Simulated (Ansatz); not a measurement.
In r²SCAN (plane waves, PAW; program Ansatz), PbS in the zinc blende structure (F-43m) relaxes to a = 6.602 Å. S has 4 nearest neighbours from 2.86 Å (tetrahedral); Pb has 4 nearest neighbours from 2.86 Å (tetrahedral). Against the elements it lies at -40 kJ/mol of atoms, with no fitted shifts.

It is gapped at this level: 0.95 eV (indirect). The valence maximum lies at W and the conduction minimum at X (3 equivalent valleys). The screened hybrid HSE06 puts the gap at 1.30 eV. Gap from r²SCAN with spin–orbit coupling: 0.84 eV. The electron mass is 0.36, 0.36, 1.7 mₑ (principal values). The hole mass is 0.62, 0.62, 0.73 mₑ (principal values).

The bulk modulus is 38.4 GPa. The relaxed-ion elastic constants in GPa are C11 = 39.8, C12 = 37.8, C44 = -7.8. Bader charges are S -1.03, Pb +1.03 e.

The start of the workflow was typed in or built on a structure type; neither database checked (COD, Materials Project) lists it. It is not the phase usual at ambient conditions (space group No. 225). Symmetry was held in the r²SCAN relaxation. At this level the phase is mechanically unstable. The references are the lowest solids computed at this level, not always the standard phases. Spin–orbit coupling is left out wherever it is not named.

Potentials: the earlier of the program's two PAW sets.
